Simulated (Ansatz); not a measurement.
Input:

SnS₂:
Space group Fm-3m (No. 225); a = b = c = 6.4940 Å, α = β = γ = 90.00°

| atom | site | symmetry | x | y | z |
|---|---|---|---|---|---|
| Sn | 4a | m-3m | 0.0000 | 0.0000 | 0.0000 |
| S | 8c | -43m | 0.2500 | 0.2500 | 0.2500 |
(The calculation used a cell of 3 atoms; values per cell refer to that cell.)

This is the PBE-relaxed structure.

All from DFT-PBE in the program Ansatz with PAW potentials, unless another level is named. Give the electronic character.

metallic (no gap).

And the density of states at the Fermi level?

1.1 states/eV per atom (mean over ±0.08 eV).

Next, the formation energy from the elements (no fitted shifts)?

0.16 eV/atom.

The cell is a constructed one: a structure type filled with these elements; neither database checked (COD, Materials Project) lists it. It is not the phase usual at ambient conditions (space group No. 164). Symmetry was held in the PBE relaxation; whether a distortion lowers the energy is not shown. The references are the lowest solids computed at this level, not always the standard phases. Spin–orbit coupling is left out wherever it is not named.

Potentials: the later of the program's two PAW sets.
